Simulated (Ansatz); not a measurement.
A change and its effect: GaN (F-43m)

```
Ga N
1.0
     0.00000    2.24894    2.24894
     2.24894    0.00000    2.24894
     2.24894    2.24894    0.00000
Ga N
1 1
Direct
  0.00000 0.00000 0.00000
  0.25000 0.25000 0.25000
```

Unless marked otherwise, the numbers come from r²SCAN, PAW on Ansatz 0.2.0's default frozen-core files (fitted under PBE), scalar-relativistic. k mesh 10×10×10, strains of ±0.003, fixed occupations, cutoff 500 eV. The cell was relaxed by PAW under this functional. The structure is one entry of a database and needn't be the stable phase.

With these settings the run gives C11 = 284.4, C44 = 200.4 GPa and B_V = 196.6 GPa (clamped ions).

(1) The run is repeated in the same cell with kpoints.mp_grid.grid from [10, 10, 10] to [3, 3, 3]. What moves, and by how much?

Results:

(1) C11: +1.55 %; C44: -0.94 %; B_V: +1.4 %. These settings are too loose or unsuited for a converged value.

Caveats: frozen-core PAW files fitted under PBE, their cores solved anew for the functional of the run; constants at zero field, no piezoelectric stiffening; this zinc-blende form is metastable at ambient conditions; coarse k mesh.
